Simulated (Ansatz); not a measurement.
Given:

Starting cell, ScPd (CsCl type):

```
CELL_PARAMETERS angstrom
      3.22988     0.00000     0.00000
      0.00000     3.22988     0.00000
      0.00000     0.00000     3.22988
ATOMIC_POSITIONS crystal
  Sc 0.50000 0.50000 0.50000
  Pd 0.00000 0.00000 0.00000
```

The atoms are displaced by Q × the pattern below (from a DFPT mode at Γ, largest move 1; Q in Å), at fixed cell. It is one choice among 3 degenerate patterns.

```
atom      x      y       z
----  -----  -----  ------
Sc1   0.000  0.000  -1.000
Pd2   0.000  0.000   0.422
```

Calculation: LDA (plane waves to 420 eV, PAW, scalar-relativistic; Ansatz, a quantum-chemistry and plane-wave program). k mesh 14×14×14 (Γ-centred), Fermi-Dirac smearing 0.05 eV. E stands for the smeared free energy. With partly filled bands, energies and forces of such displacements shift with the k mesh and the smearing. ScPd is run without spin polarisation. ScPd was relaxed with its symmetry unable to fall. ΔE is measured from the undisplaced structure.

The scan covers Q from -0.280 to 0.280 Å in 13 points.

Question: Is the energy the same for equal positive and negative displacements?

Answer: Even: the same for both signs.

Question: Is this a single well or a double well?

Answer: A single well with its minimum at or next to zero displacement.

Question: Which space group does the distorted structure have?

Answer: P4mm (No. 99), lowered from Pm-3m.

Question: What is the energy change at Q = 0.280 Å?

Answer: 290 meV/cell.

Question: What harmonic wavenumber does the curvature at Q = 0 give?

Answer: 171 cm⁻¹.

(For displaced atoms, the force is minus the slope of the energy, and its curvature is a force constant, which sets phonon frequencies.)
